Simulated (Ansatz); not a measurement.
## Thermal properties of SiSnGe2 from its phonons

Level of theory: DFT PBE, scalar-relativistic, plane waves, PAW (Ansatz). Cutoff 420 eV, 12×12×8 k-points (Γ-centred), Fermi-Dirac smearing of 0.15 eV. No spin polarisation. Phonons by linear response, acoustic sum rule imposed.

Relaxed structure:
Space group P-4m2 (No. 115). a = 4.160 Å, b = 4.160 Å, c = 5.942 Å, α = 90.00°, β = 90.00°, γ = 90.00°
```tsv
atom	site	symmetry	x	y	z
Si	1a	-4m2	0.0000	0.0000	0.0000
Sn	1c	-4m2	0.5000	0.5000	0.5000
Ge	2g	2mm.	0.5000	0.0000	0.7748
```

The cell was built by swapping an element in a database structure (itself possibly hypothetical) and relaxing; it need not be the stable form of this composition. In a metal, frequencies and elastic constants depend on the k mesh and the smearing, soft modes and shear constants most.

Force constants from linear response on a 4×4×2 q mesh, interpolated to a fine mesh.

(1) Give the zero-point energy per atom.

(2) How large are the vibrational entropy and heat capacity at 300 K?

(3) Tabulate them against temperature.

## Answers

(1) 35.1 meV.

(2) S = 3.96 k_B and C_V = 2.76 k_B per atom, 92 % of the Dulong–Petit value.

(3)
```
T (K) F_vib (meV/atom) S (k_B/atom) C_V (k_B/atom)
  100              30.3          1.39            1.73
  200              11.5          2.89            2.51
  300             -18.3          3.96            2.76
  400             -56.1          4.77            2.86
  500            -100.0          5.42            2.91
  600            -149.1          5.95            2.94
  700            -202.3          6.40            2.95
  800            -259.2          6.80            2.96
  900            -319.3          7.15            2.97
 1000            -382.3          7.46            2.98
```

Cost: 1 run of about 3.1 core-hours, on Arm Neoverse V2 (shared hosts).